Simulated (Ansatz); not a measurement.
Cu Kα1 powder pattern (kinematic, no thermal factors).
2θ (°) (relative intensity): 19.09 (1), 21.20 (4), 26.86 (1), 33.16 (100), 34.68 (2), 38.35 (63), 38.74 (30), 44.23 (1), 52.66 (1), 55.35 (20), 55.65 (39), 66.07 (27), 66.61 (14), 69.60 (19), 82.12 (6), 83.12 (3)

The pattern is computed from a structure relaxed with DFT PBE, scalar-relativistic, plane waves, PAW in Ansatz 0.2.0. No spin polarisation. Its elements are Cd, O, Zn.

Task: Give the structure.

Result: ZnCd₃O₄.
Space group I4/mmm (No. 139). a = 4.691 Å, b = 4.691 Å, c = 9.289 Å, α = 90.00°, β = 90.00°, γ = 90.00°
```csv
atom,site,symmetry,x,y,z
Zn,2b,4/mmm,0.5000,0.5000,0.0000
Cd,2a,4/mmm,0.0000,0.0000,0.0000
Cd,4d,-4m2,0.0000,0.5000,0.2500
O,4e,4mm,0.5000,0.5000,0.2244
O,4c,mmm.,0.0000,0.5000,0.0000
```

A pattern alone doesn't exclude other cells with like lines; this is the one computed.

It was reached by relaxing an invented guess, and it needn't be the stable form of this composition.
